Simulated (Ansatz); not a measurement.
HfGe$_{2}$ in space group P4/mmm (No. 123; Ge on 2f, Hf on 1b) under volume change, PBE (plane waves, PAW; program Ansatz), shape and atoms relaxed at each volume.

| V (Å³/atom) | E − E(relaxed) (meV/atom) | P (GPa) |
|---|---|---|
| 20.356 | 51.0 | 8.86 |
| 21.027 | 21.4 | 5.42 |
| 21.699 | 4.9 | 2.49 |
| 22.370 | 0.0 | 0.06 |
| 23.041 | 4.6 | -2.18 |
| 23.712 | 17.5 | -3.93 |
| 24.383 | 37.4 | -5.53 |

### Question
What does a third-order Birch–Murnaghan fit give for V₀, B₀ and B′?

### Answer
V₀ = 22.37 Å³/atom, B₀ = 76.9 GPa, B′ = 4.2.

A made-up cell: these elements were put on the sites of a structure type; neither database checked (COD, Materials Project) lists it. COD files the formula under space group No. 63, so this cell is another polymorph or a model. Its standing as an ambient phase is unchecked. The cell keeps a stress of up to 0.3 GPa. The PBE relaxation kept the symmetry of its start; whether a distortion lowers the energy is not shown. The run is not spin-polarised. Spin–orbit coupling is left out wherever it is not named.

Potentials: the later of the program's two PAW sets.
